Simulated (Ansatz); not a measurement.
Given:

C:
```yaml
crystal:
  lattice:
    - [0.00000, 4.82004, 4.82004]
    - [4.82004, 0.00000, 4.82004]
    - [4.82004, 4.82004, 0.00000]
  atoms:
    - { symbol: C, position: [0.25000, 0.25000, 0.25000] }
    - { symbol: C, position: [0.00000, 0.00000, 0.00000] }
    - { symbol: C, position: [0.34147, 0.34147, 0.34147] }
    - { symbol: C, position: [0.90853, 0.90853, 0.90853] }
    - { symbol: C, position: [0.34147, 0.34147, 0.97558] }
    - { symbol: C, position: [0.90853, 0.27442, 0.90853] }
    - { symbol: C, position: [0.97558, 0.34147, 0.34147] }
    - { symbol: C, position: [0.90853, 0.90853, 0.27442] }
    - { symbol: C, position: [0.34147, 0.97558, 0.34147] }
    - { symbol: C, position: [0.27442, 0.90853, 0.90853] }
    - { symbol: C, position: [0.12114, 0.88865, 0.49510] }
    - { symbol: C, position: [0.49510, 0.12114, 0.88865] }
    - { symbol: C, position: [0.88865, 0.49510, 0.12114] }
    - { symbol: C, position: [0.36135, 0.12886, 0.75490] }
    - { symbol: C, position: [0.12886, 0.75490, 0.36135] }
    - { symbol: C, position: [0.75490, 0.36135, 0.12886] }
    - { symbol: C, position: [0.49510, 0.49510, 0.12114] }
    - { symbol: C, position: [0.88865, 0.49510, 0.49510] }
    - { symbol: C, position: [0.12114, 0.49510, 0.88865] }
    - { symbol: C, position: [0.12886, 0.36135, 0.75490] }
    - { symbol: C, position: [0.75490, 0.12886, 0.75490] }
    - { symbol: C, position: [0.36135, 0.75490, 0.75490] }
    - { symbol: C, position: [0.88865, 0.12114, 0.49510] }
    - { symbol: C, position: [0.12114, 0.49510, 0.49510] }
    - { symbol: C, position: [0.49510, 0.88865, 0.49510] }
    - { symbol: C, position: [0.75490, 0.75490, 0.12886] }
    - { symbol: C, position: [0.75490, 0.36135, 0.75490] }
    - { symbol: C, position: [0.75490, 0.12886, 0.36135] }
    - { symbol: C, position: [0.49510, 0.49510, 0.88865] }
    - { symbol: C, position: [0.49510, 0.88865, 0.12114] }
    - { symbol: C, position: [0.49510, 0.12114, 0.49510] }
    - { symbol: C, position: [0.75490, 0.75490, 0.36135] }
    - { symbol: C, position: [0.36135, 0.75490, 0.12886] }
    - { symbol: C, position: [0.12886, 0.75490, 0.75490] }
```

This is the PBE-relaxed structure.

**Question.** All from PBE in the plane-wave PAW code Ansatz, unless another level is named. Predict the band gap.

**Answer.** 3.76 eV (indirect).

**Question.** Give the smallest direct gap on the standard path.

**Answer.** 3.79 eV.

**Question.** And the hole effective mass?

**Answer.** 0.54, 0.54, 2.9 mₑ (principal values).

**Question.** Give the conduction-band minimum.

**Answer.** at Γ.

**Question.** Predict the valence-band maximum.

**Answer.** at L.

Space group Fd-3m. The start of the workflow was typed in or built on a structure type. Its sites differ from those of the usual phase in this space group: another stacking or structure type. The PBE relaxation kept the symmetry of its start; its stability against distortions is not shown here.

Potentials: the later of the program's two PAW sets.
